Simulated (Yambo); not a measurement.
SrO (rock salt, space group Fm-3m, No. 225), G0W0@PBEsol in Yambo with this input:

```
rim_cut
gw0
dyson
el_el_corr
HF_and_locXC
ppa
em1d
RandQpts= 1000000
RandGvec= 1 Ry
EXXRLvcs= 84 Ry
VXCRLvcs= 336 Ry
Chimod= "HARTREE"
% BndsRnXp
 1 | 130 |
%
NGsBlkXp= 8 Ry
% LongDrXp
 1.0 | 1.0 | 1.0 |
%
PPAPntXp= 27.2114 eV
% GbndRnge
 1 | 130 |
%
GTermKind= "BG"
DysSolver= "n"
ExtendOut
```

On a 4×4×4 mesh, with wavefunctions cut at 84 Ry, the gap (Γ → X) is 5.015 eV and the valence edge shifts by -0.981 eV.

**Question.** What happens with this change: pole fitted at 10 eV?

**Answer.** The gap falls by 0.052 eV, to 4.963 eV; the shift of the valence edge becomes -0.824 eV. Neither run is shown to be the converged limit.

Geometry relaxed with PBEsol; primitive cell a = 3.620 Å, b = 3.620 Å, c = 3.620 Å, α = 60.00°, β = 60.00°, γ = 60.00°.

A shift is the quasiparticle energy of the state minus its PBEsol energy.
